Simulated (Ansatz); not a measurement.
Relaxed CsSnI₃ (cubic perovskite):

```
CsSnI3
1.0
    6.22511     0.00000     0.00000
    0.00000     6.22511     0.00000
    0.00000     0.00000     6.22511
Cs Sn I
1 1 3
Cartesian
  0.00000   0.00000   0.00000
  3.11255   3.11255   3.11255
  0.00000   3.11255   3.11255
  3.11255   3.11255   0.00000
  3.11255   0.00000   3.11255
```

These are r2SCAN (plane waves to 500 eV, PAW, scalar-relativistic; Ansatz, a first-principles code) values and carry that method's errors. k mesh 5×5×5 (Γ-centred), Fermi-Dirac smearing 0.05 eV. On this mesh the relaxed cell isn't quite at rest: it carries a pressure of -0.1 GPa (compression positive) at the zero of the scan. CsSnI3 was relaxed with its symmetry unable to fall. Spin-orbit coupling is left out, though I is heavy. The PAW data are Ansatz's earlier set. This is a high-temperature form of CsSnI3.

One atom of the cell was then moved (with its periodic images), all else fixed, and the forces (eV/Å) came out as:

```tsv
atom	Fx	Fy	Fz
Cs1	0.089	0.089	0.089
Sn2	-0.019	-0.019	-0.019
I3	-0.014	-0.028	-0.028
I4	-0.028	-0.028	-0.014
I5	-0.028	-0.014	-0.028
```

Task: Which atom was moved, and by which vector (Å)?

Result: Cs1, by (-0.30, -0.30, -0.30), 0.53 Å in all.

(A displaced cell: forces are minus the slopes of the energy, force constants its curvatures, and phonons follow from these.)
